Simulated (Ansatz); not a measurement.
Theory: Ansatz 0.2.0, DFT PBE, scalar-relativistic, plane waves, PAW. Settings: cutoff 420 eV, Γ-centred meshes spaced at most about 0.3 Å⁻¹ (2π included), Gaussian smearing. No spin polarisation in the final relaxations.

Temperature and zero-point effects are left out.

Compare these two cells of CsH3, each relaxed at this level.

1.

```
Cs H
1.0
    -2.10573    2.10573    4.15896
     2.10573   -2.10573    4.15896
     2.10573    2.10573   -4.15896
Cs H
1 3
Direct
  0.50000 0.50000 0.00000
  0.87459 0.87459 0.00000
  0.12541 0.12541 0.00000
  0.00000 0.00000 0.00000
```

2.

```
Cs H
1.0
     4.80688   -2.14284    0.00000
     4.80688    2.14284    0.00000
    -1.86386    0.00000    3.85591
Cs H
1 3
Cartesian
  3.6826 0.0000 1.8423
  6.5202 0.0000 3.2587
  1.0627 0.0000 0.5109
  0.3525 0.0000 0.1720
```

Task: Which is lower in energy, and by how much?

Result: Cell 2 is lower, by 26 meV/atom. Cell 1 has space group I4/mmm (No. 139), 18.4 Å³/atom and a gap of 2.33 eV on its mesh; cell 2 has space group Cm (No. 8), 19.9 Å³/atom and a gap of 3.08 eV. Cell 2 holds H–H pairs as short as in free H₂ molecules (shortest 0.79 Å); in cell 1 the shortest H–H distance is 1.04 Å, near bonding range too. The lower one is the more open, so pressure narrows the difference. In cell 1, Cs is surrounded by 14 H at 2.98–3.16 Å; around H on a site of symmetry 4mm lie 1 H at 1.04 Å, 1 H at 2.09 Å and 5 Cs at 3.12–3.16 Å; H on a site of symmetry 4/mmm is surrounded by 2 H at 1.04 Å and 4 Cs at 2.98 Å. In cell 2, Cs has 14 H at 2.94–3.34 Å and 1 H at 3.73 Å; around H on its first site lie 1 H at 1.76 Å, 1 H at 2.55 Å and 5 Cs at 3.17–3.25 Å; H on its second site has 1 H at 0.79 Å, 1 H at 2.55 Å, 1 Cs at 2.94 Å and 4 Cs at 3.33–3.34 Å; 1 more site not described. Both come from invented guesses.

Kohn–Sham gaps at this level usually fall short of measured ones. With hydrogen, zero-point motion can shift such differences by 10 meV/atom or more. Cells relaxed within their symmetry can be saddle points. The Cm cell of CsH3 came from shaking the I4/mmm one.
